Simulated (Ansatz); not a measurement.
**Is this Ni result the lowest state?**

We look at Ni: an experimental structure (space group Fm-3m, primitive cell doubled), with 2 atoms per cell. Source: COD entry 2100646; the sample's temperature and pressure aren't taken into account, and it need not be the stable phase.

Level of theory: DFT, r2SCAN, PAW, plane waves, scalar-relativistic (Ansatz development build ahead of 0.2.0).

```yaml
crystal:
  lattice:
    - [3.5251, 1.76255, 1.76255]
    - [1.76255, 3.5251, 1.76255]
    - [1.76255, 1.76255, 3.5251]
  atoms:
    - { symbol: Ni, position: [0.0, 0.0, 0.0], spin: 1.3 }
    - { symbol: Ni, position: [0.5, 0.5, 0.5], spin: -1.3 }
magnetization:
  spin_polarized: true
hamiltonian:
  xc: r2scan
  pseudopotentials: { kind: paw }
basis:
  ecutwfc: 500
kpoints:
  mp_grid: { grid: [11, 11, 11] }
scf:
  occupations: { method: fermi_dirac, width: 0.1 }
  lower_state_search: "off"
output:
  forces: true
  stress: true
```

It took 14 s on 2 threads of Arm Neoverse V2 (shared host), peak memory 0.45 GiB.

The end of the output:

```
SCF converged after 21 iterations
Magnetization: 0.0000 μB (18.0000 up, 18.0000 down)
Absolute magnetization: 1.0869 μB (∫|ρ↑−ρ↓|, with the PAW one-centre terms)
Spin contamination: 0.4141 ħ² per cell (⟨S²⟩ above its minimum at these occupations)
Per-site moments (μB) at R_I (Å): [(0.5199, 1.0282), (-0.5199, 1.0282)]
Free energy (F): -11690.420277 eV
Harris-Foulkes:  -11690.420277 eV  (|F-HF|=2.07e-9)
Internal energy: -11690.306442 eV  (E = F + TS)
E sigma→0 (E₀):  -11690.363360 eV
Entropy (-TS):   -0.113835 eV (-56.918 meV/atom)
Fermi energy:    17.698552 eV
--- Forces (eV/Å), atoms counted from 1 ---
  atom   1  Ni    -0.00000000     0.00000000     0.00000000
  atom   2  Ni     0.00000000     0.00000000    -0.00000000
--- Stress (GPa, compression-positive) ---
       -8.511449       0.968760       0.968760
        0.968760      -8.511449       0.968760
        0.968760       0.968760      -8.511449
  P = ⅓ Tr σ = -8.5114 GPa (-85.114 kbar)
```

r2SCAN tends to overstate moments and magnetic energies in itinerant metals.

Site moments are taken inside atomic spheres and don't add up to the total.

Question: The run converged. Is this the lowest state of the cell, and if not, what lies lower and how is it reached?

Answer: No. A state 86.7 meV/atom (0.173 eV per cell) lower exists in this cell: ferromagnetic, site moments Ni1 0.82, Ni2 0.82 μB, total 1.50 μB per cell, no gap on the k-mesh. It was reached from: parallel moments, default search for lower states [Ni1 2.00, Ni2 2.00 μB]; a moment on one site alone, plain SCF [Ni2 2.00 μB]. The wrong state matters: the pressure is -7.7 GPa there against -8.5 GPa here. This multiple of the primitive cell fits some opposed orders; other multiples fit others. “Lowest” means lowest among the runs made in this cell.
